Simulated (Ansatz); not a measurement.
## Data sheet: Hf2N (DFT)

Hf2N:
```cif
data_Hf4N2
_chemical_formula_sum 'Hf4 N2'
_space_group_name_H-M_alt 'P 1'
_space_group_IT_number 1
_cell_length_a 5.25259
_cell_length_b 5.25259
_cell_length_c 3.19974
_cell_angle_alpha 90.000
_cell_angle_beta 90.000
_cell_angle_gamma 90.000
loop_
_space_group_symop_operation_xyz
  'x, y, z'
loop_
_atom_site_label
_atom_site_type_symbol
_atom_site_fract_x
_atom_site_fract_y
_atom_site_fract_z
_atom_site_occupancy
Hf1 Hf 0.29541 0.29541 0.00000 1
Hf2 Hf 0.70459 0.70459 0.00000 1
Hf3 Hf 0.20459 0.79541 0.50000 1
Hf4 Hf 0.79541 0.20459 0.50000 1
N1 N 0.00000 0.00000 0.00000 1
N2 N 0.50000 0.50000 0.50000 1
```

Space group P4_2/mnm (No. 136), anti-rutile; conventional cell a = 5.2526 Å, b = 5.2526 Å, c = 3.1997 Å, α = 90.00°, β = 90.00°, γ = 90.00°.

Method: plane-wave PAW LDA (Ansatz code). Geometry: relaxed at this level of theory. Other levels are named where they apply.

Cell and energy:

```yaml
volume_per_atom: 14.71 Å³
density: 13.96 g/cm³
Formation energy from the elements (no fitted shifts): -1.47 eV/atom
```

Electronic structure:

```yaml
electronic_character: metallic (no gap)
Density of states at the Fermi level: 0.45 states/eV per atom (mean over ±0.08 eV)
```

Mechanics:

```yaml
Bulk modulus (Birch–Murnaghan fit): 217 GPa
Pressure derivative B′: 4.1
```

Phonons:

```yaml
highest_zone_centre_frequency: 588 cm⁻¹
zone_centre_stability: no imaginary mode at Γ
```

The workflow started from a Materials Project entry (that database holds measured and hypothetical structures alike); the Crystallography Open Database copy checked does not list it. Its standing as an ambient phase is unchecked. Symmetry was held in the LDA relaxation. The run is not spin-polarised. As this level gives no gap, phonon frequencies hold no LO–TO term and depend on the k-mesh and smearing (Fermi–Dirac, 0.1 eV here). The references are the lowest solids computed at this level, not always the standard phases (solids in place of the gases). Spin–orbit coupling is left out wherever it is not named.

Potentials: the later of the program's two PAW sets.
